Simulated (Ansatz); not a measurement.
BaGaHO$_{2}$:
```yaml
crystal:
  lattice:
    - [3.98003, 0.00000, 0.00000]
    - [0.00000, 3.98003, 0.00000]
    - [0.00000, 0.00000, 3.89773]
  atoms:
    - { symbol: Ba, position: [0.50000, 0.50000, 0.50000] }
    - { symbol: Ga, position: [0.00000, 0.00000, 0.00000] }
    - { symbol: O, position: [0.50000, 0.00000, 0.00000] }
    - { symbol: O, position: [0.00000, 0.50000, 0.00000] }
    - { symbol: H, position: [0.00000, 0.00000, 0.50000] }
```

Relaxed with r²SCAN.

Map the valence electron density (e/Å³), cut off at 2 on the plane through (0.000, 0.000, 0.000) spanned by u = [1, 0, 0] and v = [0, 0, 1] in lattice vectors, from r²SCAN (plane waves, PAW; program Ansatz).

x is the fraction of u, y of v (the angle between them is 90°; rows are the nearest grid lines); atoms in the plane: Ga at (0.00, 0.00), O at (0.50, 0.00), H at (0.00, 0.50).
```
|999932499999994239999|
|999722489999984227999|
|999421259999952124999|
|863211125787521112368|
|221100012232210001122|
|111000000111000000111|
|111000000000000000111|
|221000000000000000122|
|432100000000000001234|
|963100000000000001369|
|963100000000000001369|
|432100000000000001234|
|221000000000000000122|
|111000000000000000111|
|111000000111000000111|
|221100012232210001122|
|863211125787521112368|
|999421259999952124999|
|999722489999984227999|
|999932499999994239999|
```
Scale: ten equal steps from 0.040 (start of '0') to 2.00 (end of '9'), in the order '0123456789'; x runs from 0.000 to 1.00, y from 0.000 (bottom) to 1.00 (top).

The density is the valence pseudo-density with augmentation charge, so density and ELF within about 1 Å of a nucleus are not all-electron values.

Space group P4/mmm. The start of the workflow was typed in or built on a structure type; neither database checked (COD, Materials Project) lists it. Whether it is the stable phase at ambient conditions was not checked. The cell was relaxed with r²SCAN under the symmetry of its start; its stability against distortions is not shown here. Spin–orbit coupling is left out wherever it is not named.

Potentials: the earlier of the program's two PAW sets.
